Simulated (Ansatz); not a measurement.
EuHg2 (P6/mmm): spiral energies by the generalised Bloch theorem

```
Eu Hg
1.0
     4.97000    0.00000    0.00000
    -2.48500    4.30415    0.00000
     0.00000    0.00000    3.70500
Eu Hg
1 2
Direct
  0.00000 0.00000 0.00000
  0.33333 0.66667 0.50000
  0.66667 0.33333 0.50000
```

Geometry: a structure as deposited in COD; nothing is relaxed.

The runs share LDA, 5×5×10 k mesh, Fermi–Dirac smearing of 0.05 eV. PAW means Ansatz 0.2.0 on its default frozen-core files; LAPW is all-electron LAPW in Ansatz 0.2.0. Site moments are integrated in spheres about the atoms, whose radii differ between the methods. Start moments of the first PAW run (μB): Eu1 6.8.

Flat spirals without spin–orbit coupling: moments start in the xy plane and turn about z by q·R from cell to cell, and their directions inside a cell are free. q runs from Γ to A = (0.000, 0.000, 0.500) in reciprocal cell vectors. Energies count from each method's run at q = 0. Each q is a vector of the k mesh, and the mesh is shifted by q/2 where needed, so that both spin components are sampled on the same points as at q = 0.

Task: Where along the line is the energy lowest?

Result: q = 0 is the lowest point, but the next lies within 3.0 meV per cell, which this mesh may not resolve.
| fraction of Γ–A | |q| (1/Å) | ΔF PAW (meV/cell) | ΔF LAPW (meV/cell) | largest moment, PAW (μB) |
| --- | --- | --- | --- | --- |
| 0.000 | 0.000 | 0.0 | 0.0 | 6.82 |
| 0.200 | 0.170 | +0.3 | – | 6.82 |
| 0.400 | 0.339 | +2.0 | – | 6.81 |
| 0.600 | 0.509 | +3.5 | +3.4 | 6.80 |
| 0.800 | 0.678 | +6.3 | +6.2 | 6.80 |
| 1.000 | 0.848 | +7.4 | – | 6.79 |

Task: The line ends at half a reciprocal vector. Fit ΔF(f) = A₁(1 − cos πf) + A₂(1 − cos 2πf) to the PAW points, leaving out f = 0.200. What does it give?

Result: A₁ = +3.7 and A₂ = -0.5 meV/cell, with a worst miss of 0.4 meV. At f = 0.200 the fit gives +0.4 meV against the computed +0.3. In a Heisenberg model A₁ and A₂ sum the couplings to the first and second lattice planes normal to q.

Task: A further pair of PAW runs: spiral at 0.8 of the way from Γ to A, mesh halved and not shifted, against the same at q = 0. What is the energy difference?

Result: +50.9 meV/cell, with a largest moment of 6.81 μB. The halved mesh isn't converged.

The PAW files were made with PBE; the program remakes their cores once for the run's functional and then keeps them frozen. Without U a semilocal functional puts the f levels too near the Fermi level, which can change moments and the order of magnetic states; site and cell moments are spin moments. Spin–orbit coupling is left out although heavy atoms are present. In at least one run the program's final test of stability wasn't made or came to no verdict. With open f shells a run can end in a state that isn't the lowest. These are results for the start and cell typed. The real compound can order otherwise, in a larger cell, or not at all, since semilocal functionals without spin fluctuations often overstate magnetism; near a collapse of the moment, mesh and smearing move it by tens of per cent.
